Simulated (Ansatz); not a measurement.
Values for one crystal, relaxed and computed with plane-wave PAW r²SCAN (Ansatz code); other levels are named.

| Property | Value |
|---|---|
| Volume per atom | 15.88 Å³ |
| Band gap | 0.57 eV (direct) |
| Hill bulk and shear moduli | 164 and 42.2 GPa |
| Hole effective mass with spin–orbit coupling | 1.4, 1.4, 4.3 mₑ (principal values) |
| Pressure derivative B′ | 3.6 |
| Valence-band maximum | at W |
| Conduction-band minimum | at W (6 equivalent valleys) |

**Question.** Which compound is it?
(A) MgFeC2O6, P-1 (Pearson symbol aP10)
(B) HfC, zinc blende
(C) LiCl, zinc blende
(D) ZnS, zinc blende

**Answer.** B, HfC, zinc blende

Space group F-43m (zinc blende). The start of the workflow was typed in or built on a structure type; neither database checked (COD, Materials Project) lists it. It is not the phase usual at ambient conditions (space group No. 225). The cell was relaxed with r²SCAN under the symmetry of its start; its stability against distortions is not shown here. No spin polarisation was allowed. Spin–orbit coupling is left out wherever it is not named.

Potentials: the later of the program's two PAW sets.
